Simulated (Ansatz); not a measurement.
**Mg$_{5}$ZnS$_{6}$ (P31m) at 2 levels of theory**

One geometry, relaxed with PBE; plane waves with PAW potentials in Ansatz, scalar-relativistic. No spin polarisation. Gaps are the least over mesh and band path; pressure is positive in compression.

```
Mg Zn S
1.0
     6.95951    0.00000    0.00000
    -3.47976    6.02711    0.00000
     0.00000    0.00000    6.46989
Mg Zn S
5 1 6
Direct
  0.00000 0.66983 0.00241
  0.66983 0.00000 0.00241
  0.33017 0.33017 0.00241
  0.33333 0.66667 0.50294
  0.66667 0.33333 0.50294
  0.00000 0.00000 0.50421
  0.00000 0.67689 0.38467
  0.67689 0.00000 0.38467
  0.32311 0.32311 0.38467
  0.33333 0.66667 0.88427
  0.00000 0.00000 0.87012
  0.66667 0.33333 0.88427
```

```json
{"level": "PBE", "cutoff (eV)": "420", "k mesh": "6×6×4", "gap (eV)": "3.14", "pressure (GPa)": "0.0"}
```

Problem. What comes out on the same cell with r2SCAN?

Solution.
```csv
level,cutoff (eV),k mesh,gap (eV),pressure (GPa)
r2SCAN,500,6×6×4,3.78,-1.2
```

It was reached by relaxing an invented guess, and it needn't be the stable form of this composition.
